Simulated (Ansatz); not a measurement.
## Hf under strains and displacements

Method: Ansatz, DFT PBEsol, scalar-relativistic, plane waves, PAW.

Cutoff 420 eV; k points 16×16×16 on the computed 1-atom cell (Γ-centred); Gaussian smearing, width 0.10 eV; no spin polarisation.

Reference cell:

```
CELL_PARAMETERS angstrom
-1.80500 1.80500 1.80500
1.80500 -1.80500 1.80500
1.80500 1.80500 -1.80500
ATOMIC_POSITIONS crystal
Hf 0.00000 0.00000 0.00000
```

Each variant moves atoms of this cell by the vectors given, if any (Å), and then applies a symmetric strain (tensor components, Cartesian axes). The reference cell isn't relaxed at this level. Energies are per atom at zero smearing, counted from the lowest variant. Pressure is positive in compression.

1. strain (xx yy zz yz xz xy, %) -1.43 -1.43 -1.43 0.00 0.00 0.00
2. strain (xx yy zz yz xz xy, %) 0.91 0.91 0.91 0.00 0.00 0.00
3. strain (xx yy zz yz xz xy, %) -0.67 -0.67 -0.67 0.00 0.00 0.00
4. strain (xx yy zz yz xz xy, %) -2.14 -2.14 -2.14 0.00 0.00 0.00

```tsv
result	ΔE (meV/atom)	P (GPa)
A	102.9	-11.06
B	0.0	-3.65
C	36.4	-7.60
D	14.4	-5.67
```

Q: Which variant gave which result?

A: A is 2, B is 4, C is 3, D is 1. The pressure falls as the cell grows: from the smallest volume to the largest the variants are 4, 1, 3, 2.

Spin–orbit coupling is left out, which can shift energies with elements as heavy as these.

This bcc form isn't the element's structure at ambient conditions.